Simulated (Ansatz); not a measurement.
HfO2 (tetragonal-ZrO2 type, space group P4_2/nmc)

```
HfO2
1.0
    3.57678     0.00000     0.00000
    0.00000     3.57678     0.00000
    0.00000     0.00000     5.20264
Hf O
2 4
Direct
  0.00000   0.00000   0.00000
  0.50000   0.50000   0.50000
  0.00000   0.50000   0.19616
  0.00000   0.50000   0.69616
  0.50000   0.00000   0.30384
  0.50000   0.00000   0.80384
```

The volume is varied about the relaxed value V₀ at fixed cell shape. The atoms relax within the cell's symmetry.

All values below come from r2SCAN (plane waves to 500 eV, PAW, scalar-relativistic; Ansatz, a quantum-chemistry and plane-wave program). k mesh 9×9×7 (Γ-centred), Fermi-Dirac smearing 0.05 eV. The energy includes the smearing's −TS. HfO2 is run without spin polarisation. HfO2 was relaxed with its symmetry unable to fall. Spin-orbit coupling is left out, though Hf is heavy. This is a high-temperature form of HfO2. ΔE is measured from the relaxed starting cell.

```json
[
 {"V (Å³/cell)": "62.57", "ΔE (kJ/mol of atoms)": "(withheld)"},
 {"V (Å³/cell)": "63.23", "ΔE (kJ/mol of atoms)": "1.92"},
 {"V (Å³/cell)": "63.90", "ΔE (kJ/mol of atoms)": "1.21"},
 {"V (Å³/cell)": "64.56", "ΔE (kJ/mol of atoms)": "0.67"},
 {"V (Å³/cell)": "65.23", "ΔE (kJ/mol of atoms)": "0.29"},
 {"V (Å³/cell)": "65.89", "ΔE (kJ/mol of atoms)": "0.07"},
 {"V (Å³/cell)": "66.56", "ΔE (kJ/mol of atoms)": "0.00"},
 {"V (Å³/cell)": "67.22", "ΔE (kJ/mol of atoms)": "0.07"},
 {"V (Å³/cell)": "67.89", "ΔE (kJ/mol of atoms)": "(withheld)"},
 {"V (Å³/cell)": "68.56", "ΔE (kJ/mol of atoms)": "0.59"},
 {"V (Å³/cell)": "69.22", "ΔE (kJ/mol of atoms)": "1.03"},
 {"V (Å³/cell)": "69.89", "ΔE (kJ/mol of atoms)": "1.59"},
 {"V (Å³/cell)": "70.55", "ΔE (kJ/mol of atoms)": "2.24"}
]
```

Question: Fill in the missing entries.

Answer: 
- 62.57, ΔE (kJ/mol of atoms): 2.83
- 67.89, ΔE (kJ/mol of atoms): 0.27

(Under strain, the slope of the energy per volume gives the stress and its curvature an elastic modulus.)
